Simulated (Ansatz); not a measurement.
## O-17 NMR of the central transition in SiO2

Cell: an entry of the Crystallography Open Database (COD), ions relaxed with PBE at fixed cell.

Space group P4_12_12 (No. 92); a = 4.9860, c = 6.9770 Å.

```csv
site,Wyckoff,site symmetry,x,y,z
Si,4a,..2,0.3032,0.3032,0.0000
O,8b,1,0.2376,0.1127,0.1831
```

One atom of each set is listed.

Level of theory: DFT, PBE, plane waves and PAW (field gradients read without the response of the frozen cores, which leaves them typically 4 to 6 % off), scalar-relativistic, 420 eV cutoff, Γ-centred 5×5×4 k-points, Fermi–Dirac smearing 0.02 eV (Ansatz 0.2.0).

O-17 has I = 5/2 and Q = -25.58 mb (Pyykkö 2018); at 28.2 T its Larmor frequency is ν₀ = 162.8 MHz. Only the quadrupole interaction is simulated: positions count from each site's isotropic chemical shift, and J coupling is left out, as are shift anisotropy and dipolar coupling, which fast spinning averages.

Simulated pattern of one O site (fast magic-angle spinning, Gaussian broadening 0.2 kHz):

```
offset (kHz)  height
      -3.565       0
      -3.455       2
      -3.344       6
      -3.234       7
      -3.123       8
      -3.013       8
      -2.902       8
      -2.791       8
      -2.681       9
      -2.570       9
      -2.460      11
      -2.349      23
      -2.239      46
      -2.128      68
      -2.017      85
      -1.907      80
      -1.796      67
      -1.686      59
      -1.575      56
      -1.465      55
      -1.354      55
      -1.244      56
      -1.133      58
      -1.022      62
      -0.912      70
      -0.801      85
      -0.691     100
      -0.580      91
      -0.470      71
      -0.359      43
      -0.249      13
      -0.138       1
```

Question: Which |C_Q| and η does the pattern imply?

Answer: The pattern spans 3.09 kHz before broadening and its centre of gravity is at -1.37 kHz, which fixes P_Q; the places of the horns and steps fix η. That gives P_Q = 6.11 MHz, |C_Q| = 6.07 MHz and η = 0.18. The sign of C_Q can't be read from the pattern.

At O V_zz runs parallel to the line that joins its two neighbours (within 1°).
